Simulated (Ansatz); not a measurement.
Al (fcc)

The computed numbers are results of PBE, scalar-relativistic (no spin polarisation) in the plane-wave PAW code Ansatz at 420 eV, 18×18×18 k-mesh, Gaussian smearing of 0.05 eV; PAW files: Ansatz's generated set soft_2.

```xyz
1
Lattice="0.0000 2.0211 2.0211 2.0211 0.0000 2.0211 2.0211 2.0211 0.0000" Properties=species:S:1:pos:R:3 pbc="T T T"
Al    0.0000    0.0000    0.0000
```

Which orbitals carry the states at the Fermi level, and how many states are there?

Within 0.1 eV of it: Al 3p 65 %, Al 3s 35 % (shares among the projected shells). The density of states at the Fermi level is about 0.39 states/eV per cell, averaged over 0.3 eV.

Density of states (tetrahedra, averaged over 0.3 eV; states/eV per cell of 1 atom; energy in eV from the Fermi level; projections on Löwdin-orthogonalised atomic orbitals, summed over sites):

```csv
E,total,Al 3p,Al 3s
-7.60,0.22,0.15,0.07
-7.30,0.23,0.16,0.07
-7.00,0.24,0.17,0.08
-6.70,0.25,0.17,0.08
-6.40,0.26,0.18,0.08
-6.10,0.27,0.18,0.08
-5.80,0.28,0.19,0.09
-5.50,0.29,0.20,0.09
-5.20,0.30,0.21,0.09
-4.90,0.31,0.22,0.09
-4.60,0.33,0.24,0.09
-4.30,0.31,0.23,0.08
-4.00,0.32,0.23,0.09
-3.70,0.34,0.24,0.10
-3.40,0.35,0.24,0.10
-3.10,0.37,0.27,0.10
-2.80,0.39,0.28,0.10
-2.50,0.37,0.27,0.10
-2.20,0.37,0.27,0.10
-1.90,0.34,0.24,0.09
-1.60,0.34,0.24,0.09
-1.30,0.37,0.25,0.11
-1.00,0.40,0.26,0.12
-0.70,0.40,0.27,0.11
-0.40,0.37,0.26,0.10
-0.10,0.38,0.24,0.12
0.20,0.41,0.25,0.13
0.50,0.43,0.27,0.13
0.80,0.43,0.27,0.13
1.10,0.42,0.26,0.12
1.40,0.43,0.27,0.13
1.70,0.44,0.27,0.13
2.00,0.45,0.27,0.13
2.30,0.45,0.27,0.13
2.60,0.46,0.28,0.13
2.90,0.47,0.28,0.13
3.20,0.47,0.29,0.13
3.50,0.48,0.29,0.13
3.80,0.48,0.30,0.12
4.10,0.50,0.31,0.12
4.40,0.51,0.31,0.12
4.70,0.51,0.32,0.11
5.00,0.53,0.33,0.11
5.30,0.55,0.36,0.10
5.60,0.60,0.41,0.10
5.90,0.59,0.40,0.09
```

With 3 valence electrons in the calculation's cell and no magnetic order, the bands, two electrons each, can't all be full or empty: band theory demands a metal.
